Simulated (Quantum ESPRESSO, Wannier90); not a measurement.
**Wannier functions of Cs₂O₂ (Immm)**

Cell from Materials Project (mp-7896), symmetrised, no further relaxation. Not found in the COD (Crystallography Open Database) copy used; not checked further. Level: PBEsol, no spin polarisation, no spin-orbit coupling; pw.x of Quantum ESPRESSO at 68 Ry with PseudoDojo potentials, 8×8×8 k-points, Wannier90. Density: 8×8×8 mesh, cold smearing 0.01 Ry. Spin-orbit coupling is left out although heavy elements are present.

On the energy scale of pw.x, whose zero is arbitrary, the valence-band maximum lies at 6.64 eV.

Input w.win:

```
num_bands = 2
num_wann = 2
exclude_bands = 1-13,16-26
num_iter = 800
conv_tol = 1.0e-6
conv_window = 4
write_hr = true
write_u_matrices = true
auto_projections = true
begin unit_cell_cart
ang
   -4.3337100000    0.0000000000    0.0000000000
   -2.1668550000   -3.2186850000    3.7788300000
   -2.1668550000    3.2186850000    3.7788300000
end unit_cell_cart
begin atoms_frac
Cs  -0.2535600000  0.2535600000  0.2535600000
Cs   0.2535600000 -0.2535600000 -0.2535600000
O    0.0000000000  0.3828000000 -0.3828000000
O   -0.0000000000 -0.3828000000  0.3828000000
end atoms_frac
mp_grid = 8 8 8
begin kpoints
0.0000000000 0.0000000000 0.0000000000
0.0000000000 0.0000000000 0.1250000000
0.0000000000 0.0000000000 0.2500000000
... (509 more lines: the 8x8x8 mesh through Gamma)
end kpoints
```

Input of pw2wannier90.x that gives the overlap and projection files (equivalent; here they were cut from one run over all bands):

```
&inputpp
  outdir = './out'
  prefix = 'pwscf'
  seedname = 'w'
  write_amn = .true.
  write_mmn = .true.
  scdm_proj = .true.
  scdm_entanglement = 'isolated'
/
```

Output w.wout (banner and timings cut):

```
                                    ------
                                    SYSTEM
                                    ------

                              Lattice Vectors (Ang)
                    a_1    -4.333710   0.000000   0.000000
                    a_2    -2.166855  -3.218685   3.778830
                    a_3    -2.166855   3.218685   3.778830

                   Unit Cell Volume:     105.42065  (Ang^3)

                        Reciprocal-Space Vectors (Ang^-1)
                    b_1    -1.449840   0.000000  -0.831366
                    b_2     0.000000  -0.976048   0.831366
                    b_3     0.000000   0.976048   0.831366

 *----------------------------------------------------------------------------*
 |   Site       Fractional Coordinate          Cartesian Coordinate (Ang)     |
 +----------------------------------------------------------------------------+
 | cs   1  -0.25356   0.25356   0.25356   |    0.00000   0.00000   1.91632    |
 | cs   2   0.25356  -0.25356  -0.25356   |    0.00000   0.00000  -1.91632    |
 | o    1  -0.00000   0.38280  -0.38280   |    0.00000  -2.46423   0.00000    |
 | o    2   0.00000  -0.38280   0.38280   |    0.00000   2.46423   0.00000    |
 *----------------------------------------------------------------------------*
                                ------------
                                K-POINT GRID
                                ------------

             Grid size =  8 x  8 x  8      Total points =  512

 *---------------------------------- MAIN ------------------------------------*
 |  Number of Wannier Functions               :                 2             |
 |  Number of Objective Wannier Functions     :                 2             |
 |  Number of input Bloch states              :                 2             |
 |  Output verbosity (1=low, 5=high)          :                 1             |
 |  Timing Level (1=low, 5=high)              :                 1             |
 |  Optimisation (0=memory, 3=speed)          :                 3             |
 |  Length Unit                               :               Ang             |
 |  Post-processing setup (write *.nnkp)      :                 F             |
 |  Using Gamma-only branch of algorithms     :                 F             |
 *----------------------------------------------------------------------------*
 *------------------------------- WANNIERISE ---------------------------------*
 |  Total number of iterations                :               800             |
 |  Number of CG steps before reset           :                 5             |
 |  Trial step length for line search         :             2.000             |
 |  Convergence tolerence                     :         0.100E-05             |
 |  Convergence window                        :                 4             |
 |  Iterations between writing output         :                 1             |
 |  Iterations between backing up to disk     :               100             |
 |  Write r^2_nm to file                      :                 F             |
 |  Write xyz WF centres to file              :                 F             |
 |  Write on-site energies <0n|H|0n> to file  :                 F             |
 |  Use guiding centre to control phases      :                 F             |
 |  Use phases for initial projections        :                 F             |
 *----------------------------------------------------------------------------*
 *-------------------------------- PLOTTING ----------------------------------*
 |  Plotting Hamiltonian in WF basis          :                 T             |
 *----------------------------------------------------------------------------*

       ... (k-mesh section left out)

 Starting a new Wannier90 calculation ...

 Reading overlaps from w.mmn

 Reading projections from w.amn

 *------------------------------- WANNIERISE ---------------------------------*
 +--------------------------------------------------------------------+<-- CONV
 | Iter  Delta Spread     RMS Gradient      Spread (Ang^2)            |<-- CONV
 +--------------------------------------------------------------------+<-- CONV

 ------------------------------------------------------------------------------
 Initial State
  WF centre and spread    1  (  0.000524, -3.218055, -0.000317 )     2.32293365
  WF centre and spread    2  ( -0.000572, -3.219188,  0.000278 )     2.29886056
  Sum of centres and spreads ( -0.000048, -6.437243, -0.000038 )     4.62179421

      0     0.462E+01     0.0000000000        4.6217942095  <-- CONV
        O_D=      0.0502839 O_OD=      0.0229392 O_TOT=      4.6217942 <-- SPRD
 ------------------------------------------------------------------------------
      1    -0.606E-01     0.1334883791        4.5611942873  <-- CONV
        O_D=      0.0058343 O_OD=      0.0067889 O_TOT=      4.5611943 <-- SPRD
      2    -0.658E-02     0.0654905753        4.5546157198  <-- CONV
        O_D=      0.0013073 O_OD=      0.0047373 O_TOT=      4.5546157 <-- SPRD
      3    -0.107E-02     0.0332131414        4.5535437000  <-- CONV
        O_D=      0.0004848 O_OD=      0.0044878 O_TOT=      4.5535437 <-- SPRD
      4    -0.416E-03     0.0228534681        4.5531279222  <-- CONV
        O_D=      0.0001784 O_OD=      0.0043783 O_TOT=      4.5531279 <-- SPRD
      5    -0.159E-03     0.0131533979        4.5529687084  <-- CONV
        O_D=      0.0000507 O_OD=      0.0043468 O_TOT=      4.5529687 <-- SPRD
       ... (lines left out)
     11    -0.618E-06     0.0007107069        4.5529028347  <-- CONV
        O_D=      0.0000003 O_OD=      0.0043313 O_TOT=      4.5529028 <-- SPRD
     12    -0.316E-06     0.0005807657        4.5529025184  <-- CONV
        O_D=      0.0000002 O_OD=      0.0043312 O_TOT=      4.5529025 <-- SPRD
     13    -0.119E-06     0.0004526102        4.5529023996  <-- CONV
        O_D=      0.0000001 O_OD=      0.0043311 O_TOT=      4.5529024 <-- SPRD
             <<<     Delta < 1.000E-06  over  4 iterations     >>>
             <<< Wannierisation convergence criteria satisfied >>>
 Final State
  WF centre and spread    1  ( -0.000000, -3.218685, -0.000001 )     2.28661794
  WF centre and spread    2  (  0.000000, -3.218685,  0.000001 )     2.26628446
  Sum of centres and spreads (  0.000000, -6.437370, -0.000000 )     4.55290240

         Spreads (Ang^2)       Omega I      =     4.548571167
        ================       Omega D      =     0.000000103
                               Omega OD     =     0.004331130
    Final Spread (Ang^2)       Omega Total  =     4.552902400
```
